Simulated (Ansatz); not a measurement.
Li₃Hg in space group Fm-3m (No. 225; Li on 8c, Hg on 4a, Li on 4b) at seven volumes, plane-wave PAW LDA (Ansatz code), scaled uniformly. One row is withheld.

```tsv
V (Å³/atom)	P (GPa)
14.319	3.73
14.791	2.28
15.263	1.05
15.735	0.00
16.207	?
16.679	-1.67
17.151	-2.33
```

Task: Fit the shown pressures and predict the withheld one.

Result: P = (3/2)B₀(x^(7/2) − x^(5/2))[1 + (3/4)(B′ − 4)(x − 1)] with x = (V₀/V)^(2/3). Least squares on the six rows gives V₀ = 15.734 Å³/atom, B₀ = 32.4 GPa, B′ = 4.23. At V = 16.207, x = 0.9804 and P = -0.90 GPa. The run itself gave -0.90 GPa.

The workflow started from an entry of the Crystallography Open Database (COD). Whether it is the stable phase at ambient conditions was not checked. The LDA relaxation kept the symmetry of its start; of distortions, only those at the zone centre were tested. Scalar-relativistic: spin–orbit coupling is off unless named, which matters more the heavier the elements.

Potentials: the later of the program's two PAW sets.
